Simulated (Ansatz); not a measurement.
Sn (Fd-3m), an elastic constant from a strain scan

Computed with DFT PBEsol, scalar-relativistic, plane waves, PAW (Ansatz 0.2.0). Settings: plane waves to 420 eV, k-mesh 12×12×12 (Γ-centred), Gaussian smearing 0.15 eV. No spin polarisation. Energies are free energies at this smearing, counted from the undisturbed cell; pressure is positive in compression.

The undisturbed cell (as given, not relaxed at this level; it stands at 1.0 GPa):

```
Sn
1.0
     0.00000    3.24560    3.24560
     3.24560    0.00000    3.24560
     3.24560    3.24560    0.00000
Sn
2
Direct
  0.50000 0.50000 0.50000
  0.75000 0.75000 0.75000
```

The cell is strained by ε times the Voigt pattern (1, -1, 0, 0, 0, 0) (xx, yy, zz, yz, xz, xy; engineering shear) with fractional coordinates fixed. The cell holds 2 atoms in V0 = 68.38 Å³. The stress column is τ = (1/V0) dE/dε, got from the stress tensor σ (compression positive) at each point as −det(1 + εP) σ : P(1 + εP)⁻¹, with P the pattern as a tensor.

```csv
ε,ΔE (meV/atom),τ (GPa)
-0.0200,?,?
-0.0100,0.662,-0.619
0.0000,0.000,0.000
0.0050,0.167,0.310
0.0150,1.488,0.929
```

Task: Which combination of elastic constants does this scan measure, and how large is it?

Result: For small ε, τ = τ0 + Kε with K = pᵀCp, which for this pattern is 2(C11 − C12) in the cubic axes. The parabola through τ at ε = -0.0100, 0 and 0.0050 has slope K = 62 GPa at zero. The energies per cell, E = NΔE, of the same two points give K = 2[E(ε₊)/ε₊ − E(ε₋)/ε₋]/[(ε₊ − ε₋)V0] = 62 GPa, in agreement.

Task: Predict the withheld row at ε = -0.0200 from the harmonic law, and compare.

Result: ΔE = V0(τ0 ε + Kε²/2)/N = 2.644 meV/atom and τ = -1.24 GPa. The calculation gives 2.645 meV/atom and -1.24 GPa, a miss of 0.01 meV/atom at most, so the harmonic law still holds here.

In a metal these slopes depend on the k mesh and the smearing.